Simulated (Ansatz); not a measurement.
Ansatz (a first-principles code) input:

Ansatz 0.2 input:
```yaml
crystal:
  lattice:
    - [5.045696882, 0.0, 0.0]
    - [0.0, 9.98147628, 0.0]
    - [0.0, 0.0, 5.2178954047]
  atoms:
    - { symbol: Hf, position: [0.7542158709, 0.1152976327, 0.4643003043] }
    - { symbol: Hf, position: [0.2457841291, 0.8847023673, 0.5356996957] }
    - { symbol: Hf, position: [0.7457841291, 0.8847023673, 0.9643003043] }
    - { symbol: Hf, position: [0.2542158709, 0.1152976327, 0.0356996957] }
    - { symbol: Hf, position: [0.2542158709, 0.3847023673, 0.5356996957] }
    - { symbol: Hf, position: [0.7457841291, 0.6152976327, 0.4643003043] }
    - { symbol: Hf, position: [0.2457841291, 0.6152976327, 0.0356996957] }
    - { symbol: Hf, position: [0.7542158709, 0.3847023673, 0.9643003043] }
    - { symbol: O, position: [0.9974725301, 0.4767781045, 0.2615911033] }
    - { symbol: O, position: [0.0025274699, 0.5232218955, 0.7384088967] }
    - { symbol: O, position: [0.5025274699, 0.5232218955, 0.7615911033] }
    - { symbol: O, position: [0.4974725301, 0.4767781045, 0.2384088967] }
    - { symbol: O, position: [0.4974725301, 0.0232218955, 0.7384088967] }
    - { symbol: O, position: [0.5025274699, 0.9767781045, 0.2615911033] }
    - { symbol: O, position: [0.0025274699, 0.9767781045, 0.2384088967] }
    - { symbol: O, position: [0.9974725301, 0.0232218955, 0.7615911033] }
    - { symbol: O, position: [0.6277479452, 0.2903396986, 0.6249628178] }
    - { symbol: O, position: [0.3722520548, 0.7096603014, 0.3750371822] }
    - { symbol: O, position: [0.8722520548, 0.7096603014, 0.1249628178] }
    - { symbol: O, position: [0.1277479452, 0.2903396986, 0.8750371822] }
    - { symbol: O, position: [0.1277479452, 0.2096603014, 0.3750371822] }
    - { symbol: O, position: [0.8722520548, 0.7903396986, 0.6249628178] }
    - { symbol: O, position: [0.3722520548, 0.7903396986, 0.8750371822] }
    - { symbol: O, position: [0.6277479452, 0.2096603014, 0.1249628178] }
kpoints:
  mp_grid: { grid: [6, 3, 6] }
hamiltonian:
  xc: pbesol
  pseudopotentials: { kind: paw }
scf:
  occupations: { method: fixed }
elastic: { mode: relaxed_ion, stencil: two_point, amplitude: 0.005, f_tol: 0.0005 }
```

Output (shortened):

```
Pseudopotential: Hf, paw, valence charge 26
Pseudopotential: O, paw, valence charge 6
Functional definition: PBEsol
Crystal: 24 atoms, lattice volume = 262.791 Å³
Basis set: ecut = 420 eV, 5169 PW (Γ), exchange–correlation on 72×144×72 points (8 copies of the dense FFT grid, shifted against one another)
Bands: 183, of which v1, the nominal top of the filled ones, is band 152 counted from 1 (151 counted from 0)
Symmetry: 8 space group operations
Space group: Pbca (ITA 61), of the structure as read, at distance tolerance 6.4e-5 Å
k-points: 32 of 108
SCF 1 converged in 15 iterations: F = -133801.948620 eV  dr2 = 1.57e-14
relax step   1: F+E_penalty+E_count = -133801.94861988 eV  Δ(F+E_penalty+E_count) = +0.000e0 eV  max|allowed force component| = 9.041e-4 eV/Å  Δτ_max = 0.0000 Å  (15 SCF iters, accepted)
Crystal: 24 atoms, lattice volume = 262.791 Å³
SCF 2 converged in 11 iterations: F = -133801.948620 eV  dr2 = 5.19e-14
relax step   2: F+E_penalty+E_count = -133801.94862016 eV  Δ(F+E_penalty+E_count) = -2.777e-7 eV  max|allowed force component| = 4.094e-4 eV/Å  Δτ_max = 0.0001 Å  (11 SCF iters, accepted)
Crystal: 24 atoms, lattice volume = 262.791 Å³
SCF 3 converged in 10 iterations: F = -133801.948620 eV  dr2 = 1.68e-15
Crystal: 24 atoms, lattice volume = 261.478 Å³
Basis set: ecut = 420 eV, 5137 PW (Γ), exchange–correlation on 72×144×72 points (8 copies of the dense FFT grid, shifted against one another)
SCF 4 converged in 14 iterations: F = -133801.939709 eV  dr2 = 1.92e-14
relax step   1: F+E_penalty+E_count = -133801.93970867 eV  Δ(F+E_penalty+E_count) = +0.000e0 eV  max|allowed force component| = 1.880e-2 eV/Å  Δτ_max = 0.0000 Å  (14 SCF iters, accepted)
Crystal: 24 atoms, lattice volume = 261.478 Å³
SCF 5 converged in 11 iterations: F = -133801.940174 eV  dr2 = 1.69e-14
relax step   2: F+E_penalty+E_count = -133801.94017407 eV  Δ(F+E_penalty+E_count) = -4.654e-4 eV  max|allowed force component| = 1.320e-2 eV/Å  Δτ_max = 0.0034 Å  (11 SCF iters, accepted)
Crystal: 24 atoms, lattice volume = 261.478 Å³
SCF 6 converged in 11 iterations: F = -133801.940560 eV  dr2 = 9.38e-14
relax step   3: F+E_penalty+E_count = -133801.94056017 eV  Δ(F+E_penalty+E_count) = -3.861e-4 eV  max|allowed force component| = 5.701e-3 eV/Å  Δτ_max = 0.0065 Å  (11 SCF iters, accepted)
Crystal: 24 atoms, lattice volume = 261.478 Å³
SCF 7 converged in 10 iterations: F = -133801.940592 eV  dr2 = 4.53e-14
relax step   4: F+E_penalty+E_count = -133801.94059192 eV  Δ(F+E_penalty+E_count) = -3.175e-5 eV  max|allowed force component| = 3.327e-3 eV/Å  Δτ_max = 0.0006 Å  (10 SCF iters, accepted)
Crystal: 24 atoms, lattice volume = 261.478 Å³
SCF 8 converged in 10 iterations: F = -133801.940596 eV  dr2 = 7.28e-15
relax step   5: F+E_penalty+E_count = -133801.94059646 eV  Δ(F+E_penalty+E_count) = -4.539e-6 eV  max|allowed force component| = 1.989e-4 eV/Å  Δτ_max = 0.0002 Å  (10 SCF iters, accepted)
Crystal: 24 atoms, lattice volume = 261.478 Å³
SCF 9 converged in 10 iterations: F = -133801.940596 eV  dr2 = 1.72e-15
Crystal: 24 atoms, lattice volume = 264.105 Å³
Basis set: ecut = 420 eV, 5201 PW (Γ), exchange–correlation on 72×144×72 points (8 copies of the dense FFT grid, shifted against one another)
SCF 10 converged in 14 iterations: F = -133801.940035 eV  dr2 = 5.73e-14
relax step   1: F+E_penalty+E_count = -133801.94003518 eV  Δ(F+E_penalty+E_count) = +0.000e0 eV  max|allowed force component| = 1.539e-2 eV/Å  Δτ_max = 0.0000 Å  (14 SCF iters, accepted)
Crystal: 24 atoms, lattice volume = 264.105 Å³
[...]
  E_vxc        = -3626.934032  (∫ρ·V_xc dr)
  E_paw        = -56893.879263  (= ΣΔE_a)
  E_vpaw       = 10799.881217  (= ΣTr[D̂ρ^β])
  E_aug_tail   = 0.039227  (compensation charges beyond the density's cutoff)
  E_ewald      = -45135.847998
  E_core_change = 10.573339  (= ΣΔE_core)
  E_smearing   =  0.000000  (= −TS)
  E_closure    =  0.000000  (closes the sum)
  Σ components = -133801.948620   (vs F -133801.948620, Δ=0.00e0)
--- Forces (eV/Å), atoms counted from 1 ---
  atom   1  Hf    -0.00040928    -0.00004497     0.00030627
  atom   2  Hf     0.00040928     0.00004497    -0.00030627
  atom   3  Hf     0.00040928     0.00004497     0.00030627
  atom   4  Hf    -0.00040928    -0.00004497    -0.00030627
  atom   5  Hf    -0.00040928     0.00004497    -0.00030627
  atom   6  Hf     0.00040928    -0.00004497     0.00030627
  atom   7  Hf     0.00040928    -0.00004497    -0.00030627
  atom   8  Hf    -0.00040928     0.00004497     0.00030627
  atom   9  O     -0.00006856     0.00012276    -0.00011998
  atom  10  O      0.00006856    -0.00012276     0.00011998
  atom  11  O      0.00006856    -0.00012276    -0.00011998
  atom  12  O     -0.00006856     0.00012276     0.00011998
  atom  13  O     -0.00006856    -0.00012276     0.00011998
  atom  14  O      0.00006856     0.00012276    -0.00011998
  atom  15  O      0.00006856     0.00012276     0.00011998
  atom  16  O     -0.00006856    -0.00012276    -0.00011998
  atom  17  O      0.00020992    -0.00028136    -0.00017755
  atom  18  O     -0.00020992     0.00028136     0.00017755
  atom  19  O     -0.00020992     0.00028136    -0.00017755
  atom  20  O      0.00020992    -0.00028136     0.00017755
  atom  21  O      0.00020992     0.00028136     0.00017755
  atom  22  O     -0.00020992    -0.00028136    -0.00017755
  atom  23  O     -0.00020992    -0.00028136     0.00017755
  atom  24  O      0.00020992     0.00028136    -0.00017755
  max |Σ_I F_I| component: 1.08e-18 eV/Å
--- Stress (GPa, compression-positive) ---
        0.001892       0.000000       0.000000
        0.000000      -0.006913       0.000000
        0.000000       0.000000       0.005582
  P = ⅓ Tr σ = 0.0002 GPa (0.002 kbar)
--- Band table (eV; the first three rows and the last of 32) ---
  k-point 0: bands = ["-45.1988", "-45.1930", "-45.1827", "-45.1770", "-45.1763", "-45.1760", "-45.1750", "-45.1747", "-14.3215", "-14.2959", "-14.2950", "-14.2272", "-14.1902", "-14.1189", "-14.0786", "-14.0401", "-14.0262", "-13.9934", "-13.9863", …
  k-point 1: bands = ["-45.1975", "-45.1922", "-45.1832", "-45.1797", "-45.1762", "-45.1752", "-45.1749", "-45.1746", "-14.3066", "-14.2762", "-14.2684", "-14.2110", "-14.1925", "-14.1440", "-14.0750", "-14.0673", "-14.0538", "-14.0100", "-13.9940", …
  k-point 2: bands = ["-45.1941", "-45.1900", "-45.1846", "-45.1841", "-45.1764", "-45.1756", "-45.1744", "-45.1742", "-14.2709", "-14.2228", "-14.1988", "-14.1897", "-14.1813", "-14.1670", "-14.1052", "-14.0938", "-14.0790", "-14.0635", "-14.0394", …
  k-point 31: bands = ["-45.1820", "-45.1820", "-45.1820", "-45.1820", "-45.1814", "-45.1814", "-45.1814", "-45.1814", "-14.2765", "-14.2765", "-14.2765", "-14.2765", "-14.2185", "-14.2185", "-14.2185", "-14.2185", "-13.9547", "-13.9547", "-13.9547", …
--- Elastic constants: 6 strain directions × 2 members + reference (group order 8) ---
  dense FFT box of the reference and of every strained cell: 36×72×36
  strains applied: 11, 22, 33, 23, 13, 12; error gains …
  reference relaxed by the batch: 2 steps …
  largest displacement 5.9e-5 Å; the constants are those of the deck's cell at these positions:
  atoms:
    - { symbol: Hf, position: [0.7542197212691191, 0.11529975598104018, 0.46429829747597245] }
    - { symbol: Hf, position: [0.24578027873088099, 0.8847002440189597, 0.5357017025240275] }
    - { symbol: Hf, position: [0.745780278730881, 0.8847002440189597, 0.9642982974759724] }
    - { symbol: Hf, position: [0.25421972126911907, 0.11529975598104018, 0.03570170252402757] }
    - { symbol: Hf, position: [0.25421972126911907, 0.38470024401895986, 0.5357017025240275] }
    - { symbol: Hf, position: [0.745780278730881, 0.6152997559810403, 0.46429829747597245] }
    - { symbol: Hf, position: [0.24578027873088099, 0.6152997559810403, 0.03570170252402757] }
    - { symbol: Hf, position: [0.7542197212691191, 0.38470024401895986, 0.9642982974759724] }
    - { symbol: O, position: [0.9974714320251464, 0.47677846126356327, 0.26159783784976315] }
    - { symbol: O, position: [0.0025285679748537366, 0.5232215387364367, 0.7384021621502369] }
    - { symbol: O, position: [0.5025285679748538, 0.5232215387364367, 0.7615978378497631] }
    - { symbol: O, position: [0.49747143202514627, 0.47677846126356327, 0.23840216215023688] }
    - { symbol: O, position: [0.49747143202514627, 0.023221538736436793, 0.7384021621502369] }
    - { symbol: O, position: [0.5025285679748538, 0.976778461263563, 0.26159783784976315] }
    - { symbol: O, position: [0.0025285679748537366, 0.976778461263563, 0.23840216215023688] }
    - { symbol: O, position: [0.9974714320251464, 0.023221538736436793, 0.7615978378497631] }
    - { symbol: O, position: [0.627757256712055, 0.29033864013243177, 0.6249563946321616] }
    - { symbol: O, position: [0.3722427432879451, 0.7096613598675682, 0.3750436053678383] }
    - { symbol: O, position: [0.8722427432879452, 0.7096613598675682, 0.12495639463216163] }
    - { symbol: O, position: [0.1277572567120549, 0.29033864013243177, 0.8750436053678383] }
    - { symbol: O, position: [0.1277572567120549, 0.2096613598675682, 0.3750436053678383] }
    - { symbol: O, position: [0.8722427432879452, 0.7903386401324317, 0.6249563946321616] }
    - { symbol: O, position: [0.3722427432879451, 0.7903386401324317, 0.8750436053678383] }
    - { symbol: O, position: [0.627757256712055, 0.2096613598675682, 0.12495639463216163] }
  C = ∂σ_k/∂η_j (tension-positive GPa; Voigt order 11 22 33 23 13 12):
       387.170    134.406    140.383      0.000      0.000      0.000
       134.391    373.486    172.327      0.000      0.000      0.000
       140.378    172.328    450.586      0.000      0.000      0.000
         0.000      0.000      0.000    134.891      0.000      0.000
         0.000      0.000      0.000      0.000    103.714      0.000
         0.000      0.000      0.000      0.000      0.000     99.625
  reference stress σ⁰ (GPa):     -0.002      0.007     -0.006      0.000      0.000      0.000
  moduli (Voigt/Reuss/Hill, GPa): K = 233.94/231.53/232.73   G = 118.59/116.24/117.41   E = 301.53   ν = 0.284
  mechanically stable: yes (min eigenvalue of sym C = 99.62 GPa)
  strain η (Voigt 11):  stress-route row diagonal C_11 = 387.17 GPa, energy-path curvature d²(F+E_count+ΔE)/dδ²/Ω₀ = 387.83 GPa
         δ    σ_11 (GPa)             F (eV)   n_scf  n_hpsi   n_pw
    -5.000e-3      -1.9384     -133801.9405965      10   93036   5138   relax 5 steps, max|allowed force component| 1.99e-4 eV/Å
     5.000e-3       1.9333     -133801.9407559      10   94822   5201   relax 4 steps, max|allowed force component| 1.51e-4 eV/Å
  strain η (Voigt 22):  stress-route row diagonal C_22 = 373.49 GPa, energy-path curvature d²(F+E_count+ΔE)/dδ²/Ω₀ = 372.82 GPa
         δ    σ_22 (GPa)             F (eV)   n_scf  n_hpsi   n_pw
    -5.000e-3      -1.8601     -133801.9410891      10   92322   5162   relax 5 steps, max|allowed force component| 2.28e-4 eV/Å
     5.000e-3       1.8748     -133801.9412518      10   94713   5194   relax 5 steps, max|allowed force component| 4.19e-5 eV/Å
  strain η (Voigt 33):  stress-route row diagonal C_33 = 450.59 GPa, energy-path curvature d²(F+E_count+ΔE)/dδ²/Ω₀ = 450.46 GPa
         δ    σ_33 (GPa)             F (eV)   n_scf  n_hpsi   n_pw
    -5.000e-3      -2.2824     -133801.9394738      10   93217   5149   relax 5 steps, max|allowed force component| 1.38e-4 eV/Å
     5.000e-3       2.2235     -133801.9396860      10   93725   5197   relax 4 steps, max|allowed force component| 2.38e-4 eV/Å
  strain η (Voigt 23):  stress-route row diagonal C_44 = 134.89 GPa, energy-path curvature d²(F+E_count+ΔE)/dδ²/Ω₀ = 134.89 GPa
         δ    σ_23 (GPa)             F (eV)   n_scf  n_hpsi   n_pw
    -5.000e-3      -0.6745     -133801.9460585      10  117276   5172   relax 5 steps, max|allowed force component| 2.27e-4 eV/Å
     5.000e-3       0.6744     -133801.9460585      10  115851   5172   relax 4 steps, max|allowed force component| 2.72e-4 eV/Å
  strain η (Voigt 13):  stress-route row diagonal C_55 = 103.71 GPa, energy-path curvature d²(F+E_count+ΔE)/dδ²/Ω₀ = 103.82 GPa
         δ    σ_13 (GPa)             F (eV)   n_scf  n_hpsi   n_pw
    -5.000e-3      -0.5186     -133801.9467879      10  117482   5171   relax 5 steps, max|allowed force component| 2.50e-4 eV/Å
     5.000e-3       0.5186     -133801.9467879      10  116502   5171   relax 4 steps, max|allowed force component| 3.85e-4 eV/Å
  strain η (Voigt 12):  stress-route row diagonal C_66 = 99.62 GPa, energy-path curvature d²(F+E_count+ΔE)/dδ²/Ω₀ = 99.67 GPa
         δ    σ_12 (GPa)             F (eV)   n_scf  n_hpsi   n_pw
    -5.000e-3      -0.4981     -133801.9466827      10  117537   5174   relax 5 steps, max|allowed force component| 8.79e-5 eV/Å
     5.000e-3       0.4981     -133801.9466827      10  116997   5174   relax 4 steps, max|allowed force component| 3.68e-4 eV/Å
```

Cost: roughly 2.8 core-hours on shared cores.

The first step of the workflow began from a Materials Project structure, measured or hypothetical; the Crystallography Open Database files this formula in space group No. 61, but the cells were not matched. It is not the phase usual at ambient conditions (space group No. 14, 29). Symmetry was held in the PBEsol relaxation; whether a distortion lowers the energy is not shown. No spin polarisation was allowed. Scalar-relativistic: spin–orbit coupling is off unless named, which matters more the heavier the elements.

Potentials: the later of the program's two PAW sets.

Ansatz is a plane-wave DFT program.
